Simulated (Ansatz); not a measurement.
GaGeTe:
```
GaGeTe
1.0
    2.02653     1.17002    11.73983
   -2.02653     1.17002    11.73983
    0.00000    -2.34003    11.73983
Ga Ge Te
2 2 2
Direct
  0.25315   0.25315   0.25315
  0.74685   0.74685   0.74685
  0.32203   0.32203   0.32203
  0.67797   0.67797   0.67797
  0.11588   0.11588   0.11588
  0.88412   0.88412   0.88412
```

Relaxed with r²SCAN+D4.

Map the electron localisation function on the plane through (0.253, 0.253, 0.253) spanned by u = [1, 0, 0] and v = [-1, 1, 1] in lattice vectors, from plane-wave PAW r²SCAN+D4 (Ansatz code).

x is the fraction of u, y of v (the angle between them is 33°; rows are the nearest grid lines); atoms in the plane: Ga at (0.00, 0.00), Ga at (0.99, 0.49), Ge at (0.14, 0.07), Ge at (0.85, 0.42), Te at (0.73, 0.86), Te at (0.26, 0.63).
```
|@ :+%#=:.:=++-.. .:=#****#@@#:  ..:--: @|
|:...-+%#+===++=:. ..*#*+--=*%@%-. ..:--:|
|-:..:=+%#+==+++-.. .=*#+=..:*%@@-. ..:--|
|=++=---=++=====-:.. .:+#*=.  .+%@%-...:=|
|=*#%%%#*+-::..::....  .:+#+=.  :*%@*..:=|
|:*%%#*##%#+-.. .....    .:+#*+=-=*#@%:.:|
|.=%%#*++*##+-.           .:+##*+++*%%*..|
|..:%@#+:.:=+#*-.    ........:=#%%%##%#+.|
|-...*@%*:  .-+**-.  ..::--:::--==+*###+-|
|-:.  :%@%*:  .=*#+:. ..-=++=++**=-----=-|
|-:..  :%@%*-..:+*#+: ..:=++==+*#*=-:::--|
|.-::..  :#@@#*+++*#*.. .:=++=-==*@*-.. .|
|:..--:..  .=%@%#**##-.. ..-++=...-*@*-.:|
|-:.:---:... .:+#%##*=:..  ..-+=:.@.-*@*-|
|*=-:----:...  .-+**+-:...  ..-+=:  .-*@*|
|#%*=-----:...    ........    ..-++=::-+#|
|+**+=---:::....           .    ..=*#**++|
|@@#+-:.........         ..........:+#%@@|
|%%%#+:.........         ......::::-=+##%|
|+==++*=:.         ..     ....:----=+**++|
|#+:..:=+=:.    ....:-::.   ...:-----=+%#|
|+%#=...:=+=:.  ..:-=*###+:.  ..:---:.:-+|
|:+%#=.  :=+=:.  .:-+###%%#=.  ..:---...:|
|@ :+%#=:.:=++-.. .:=#****#@@#:  ..:--: @|
```
Scale: ten equal steps from -0.067 (start of ' ') to 0.834 (end of '@'), in the order ' .:-=+*#%@'; x runs from 0.000 to 1.00, y from 0.000 (bottom) to 1.00 (top).

The density is the valence pseudo-density with augmentation charge, so density and ELF within about 1 Å of a nucleus are not all-electron values.

Space group R-3m. The workflow started from a Materials Project entry (that database holds measured and hypothetical structures alike); the Crystallography Open Database copy checked does not list it. Whether it is the stable phase at ambient conditions was not checked. The cell was relaxed with r²SCAN+D4 under the symmetry of its start; whether a distortion lowers the energy is not shown. Spin–orbit coupling is left out wherever it is not named.

Potentials: the later of the program's two PAW sets.
